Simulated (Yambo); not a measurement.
G0W0@PBE for InP (zinc blende, space group F-43m, No. 216) in Yambo. Reference settings: 4×4×4 Γ-centred k mesh, bands 5 to 225 and a 15 Ry block in the screening, 225 bands in G with the Bruneval-Gonze terminator, plasmon pole fitted at 27.2 eV. The PBE gap Γ → Γ on this mesh is 0.65 eV; G0W0 gaps are taken between the same points.

The settings were changed. The gap went from 1.37 eV to 1.40 eV, and the shift of the valence edge from -0.76 eV to -0.36 eV.

Question: Which change was made?
A. 139 bands in G, no terminator
B. 76 bands in G, no terminator
C. 42 bands in W, 42 bands in G
D. no terminator

Answer: C, 42 bands in W, 42 bands in G. The others gave (gap, valence shift): no terminator: 1.36, -0.72 eV; 76 bands in G, no terminator: 1.32, -0.51 eV; 139 bands in G, no terminator: 1.35, -0.66 eV.

Spin-orbit coupling is not included.

Geometry relaxed with PBEsol; primitive cell a = b = c = 4.159 Å, α = β = γ = 60.00°.

A shift is the quasiparticle energy of the state minus its PBE energy.

The potentials are those of PseudoDojo's stringent table.
